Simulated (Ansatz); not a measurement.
Cold compression of C (fcc type)

```
CELL_PARAMETERS angstrom
0.00000 1.51873 1.51873
1.51873 0.00000 1.51873
1.51873 1.51873 0.00000
ATOMIC_POSITIONS crystal
C 0.00000 0.00000 0.00000
```

The cell comes from a relaxation on PAW files under the same functional, begun from a prototype that needn't be the stable phase.

Its volume is scaled at fixed shape and fractional positions.

All numbers are PBEsol results (scalar-relativistic) from Ansatz 0.2.0, with a Γ-centred 24×24×24 k mesh, Fermi–Dirac smearing of 0.08 eV, no spin polarisation. Methods: LAPW: all electrons, basis error target 1 meV/atom; PAW: frozen-core files, cutoff 420 eV; crystal datasets: all electrons, by PAW datasets that the program makes for each cell; norm-conserving: pseudopotentials, cutoff 1116 eV; PAW (core large): files with a larger core, cutoff 420 eV.

Energies are extrapolated to zero smearing and count from the unscaled cell; pressure is positive in compression; gaps take the mesh and a band path. No temperature or zero-point motion is included.

The PAW files were made under PBE. The structure type is held throughout; the real material can change phase at far lower pressure.

```
V/V0  V (Å³/atom)  P LAPW (GPa)  ΔE LAPW (eV/atom)  P PAW − LAPW (GPa)  ΔE PAW − LAPW (meV/atom)
1.00         7.01          0.06              0.000               -0.03                       0.0
0.92         6.45         16.24              0.027               -0.03                      -0.1
0.84         5.89          39.9              0.122               -0.04                      -0.2
0.76         5.32          75.8              0.320                0.14                      -0.2
0.68         4.76             ?                  ?                   ?                         ?
0.60         4.20         216.7              1.269                0.61                       3.9
0.52         3.64         353.7              2.245               -0.02                       4.9
0.45         3.15         565.3              3.619               -0.60                       4.4
```

Question: Fit the Vinet equation to the LAPW pressures shown (residuals weighted by 1/(|P| + 0.03·Pmax)), and predict the pressure of the withheld row.

Answer: The fit gives V0 = 7.01 Å³/atom, B0 = 161 GPa and B0′ = 4.03. At 4.76 Å³/atom, x = (V/V0)^(1/3) = 0.8792, and P = 3·B0·(1 − x)/x²·exp[1.5·(B0′ − 1)·(1 − x)] = 131.0 GPa. The run itself gave 130.6 GPa (+0.3 % off) and ΔE = 0.674 eV/atom.

Question: At the smallest volume, how far do crystal datasets and norm-conserving and PAW (core large) lie from LAPW in pressure?

Answer: crystal datasets: +0.01 GPa; norm-conserving: +18.75 GPa; PAW (core large): -0.60 GPa, on a LAPW pressure of 565.3 GPa.

Question: How do the Löwdin populations by LAPW change from the unscaled cell to the last row?

Answer: C 2s 1.63 → 1.06, C 2p 2.35 → 2.89 electrons an atom. These are projections on the shells that the free atoms fill; 0.02 e a cell lies outside them at the start and 0.07 e at the end.
